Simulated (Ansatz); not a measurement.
The start is a generated trial cell of P in the beta-W structure type. A full variable-cell relaxation at zero pressure is run with PBE (plane waves to 420 eV, PAW, scalar-relativistic; Ansatz, a first-principles code). First-step values are on the input's coarse k-mesh.

Ansatz input (later rounds restart from its end on a renewed k-mesh):
Ansatz 0.2 input:
```yaml
crystal:
  lattice:
    - [4.920558, 0, 0]
    - [0, 4.920558, 0]
    - [0, 0, 4.920558]
  atoms:
    - { symbol: P, position: [0.25, 0, 0.5] }
    - { symbol: P, position: [0.75, 0, 0.5] }
    - { symbol: P, position: [0, 0.5, 0.25] }
    - { symbol: P, position: [0, 0.5, 0.75] }
    - { symbol: P, position: [0.5, 0.25, 0] }
    - { symbol: P, position: [0.5, 0.75, 0] }
    - { symbol: P, position: [0, 0, 0] }
    - { symbol: P, position: [0.5, 0.5, 0.5] }
basis: { ecutwfc: 420, ecutrho_ratio: 4, xc_grid: 2, fft_grid_basis: typed }
kpoints: { mp_grid: { grid: [5, 5, 5] } }
hamiltonian:
  xc: pbe
  dispersion: none
  pseudopotentials: { kind: paw }
scf: { occupations: { method: fermi_dirac, width: 0.05 } }
relax: { f_tol: 0.01, max_steps: 100, cell: { stress_tol: 0.02 } }
output: { forces: true, stress: true }
```

Task: By how much does the energy per atom fall from start to end?

Result: Under 0.01 eV/atom.

Task: How does the volume change?

Result: -1.0 %, from 14.89 to 14.75 Å³/atom.

Task: How do the shortest distances between atoms change?

Result: The closest pairs of elements (up to four, under 3.6 Å), start → end: P–P 2.46 → 2.45 Å.

Task: Give the final cell and atomic positions.

Result: 
Space group Pm-3n (No. 223); a = b = c = 4.904 Å, α = β = γ = 90.00°

```
atom  site  symmetry       x       y       z
----  ----  --------  ------  ------  ------
P       6c     -4m.2  0.0000  0.5000  0.2500
P       2a      m-3.  0.0000  0.0000  0.0000
```

The space group stays Pm-3n (No. 223) (the run could not lower it), with 8 atoms in the primitive cell. Final values are on a 10×10×10 k-mesh of the relaxed cell. No spin polarisation in the result.

The run could not lose the symmetry of its start, so the end can be a saddle point.

All atoms sit on sites fixed by symmetry, so only the cell could relax.

The relaxed structure here is a generated cell of P: the first start was made by placing the elements on the sites of a structure type, and the end was not matched to a known phase here, so it may be hypothetical. Known forms of P include space group No. 64.
